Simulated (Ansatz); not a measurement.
Method: Ansatz 0.2.0, DFT PBE, scalar-relativistic, plane waves, PAW. Settings: cutoff 420 eV, Γ-centred meshes spaced at most about 0.3 Å⁻¹, and about 0.25 Å⁻¹ or finer for metals (2π included), Gaussian smearing. No spin polarisation in the final relaxations.

All energies are static (0 K, no zero-point motion). All come from trial cells, and lower structures may exist.

Question: Which of these relaxed structures of B₃N₂ is the lowest in energy?
1. Space group P-62m (No. 189), hexagonal, a = 3.447 Å, c = 4.288 Å. B has 2 N at 1.55 Å and 6 B at 1.99–2.00 Å; around N lie 3 B at 1.55 Å.
2. Space group R32 (No. 155), trigonal, a = 3.966 Å, c = 12.457 Å. Around B lie 2 N at 1.45 Å and 2 B at 1.90 Å; N is surrounded by 3 B at 1.45 Å.
3. Space group P6/mmm (No. 191), hexagonal, a = 3.336 Å, c = 9.202 Å. Around B lie 4 B at 1.67 Å; N has 1 N at 1.10 Å.

Answer: 2. It has space group R32 (No. 155); the next, 3, with space group P6/mmm (No. 191), lies 0.84 eV/atom higher. Counting N atoms around B (those within 1.25 times the shortest such distance or 1.15 times the sum of covalent radii, 1.27 where that leaves under three; a plus sign parts nearer from farther groups; the shortest distance is added where it exceeds 1.18 times the sum of covalent radii), the lowest has B 2 and the next has B 4+8 from 4.4 Å. The lowest holds B–B units of three or more atoms (shortest 1.90 Å); the next holds B–B nets (shortest 1.67 Å) and N–N pairs as short as in free N₂ molecules (shortest 1.10 Å).

No dispersion correction is applied, so the spacing and binding between layers, chains or molecules are poorly described (R32, P6/mmm, P-62m), and this can change margins and order among such cells. In R32, P6/mmm, P-62m an odd number of electrons in the primitive cell allows no gap without spin; a larger cell or a magnetic state could open one. A magnetic state wasn't ruled out in cells without spin, among them P-62m. With atoms moved at random, P-62m came back. Other cells relaxed within their symmetry can be saddle points. Some types were kept out of the candidates beforehand, so the set may lack a known form.
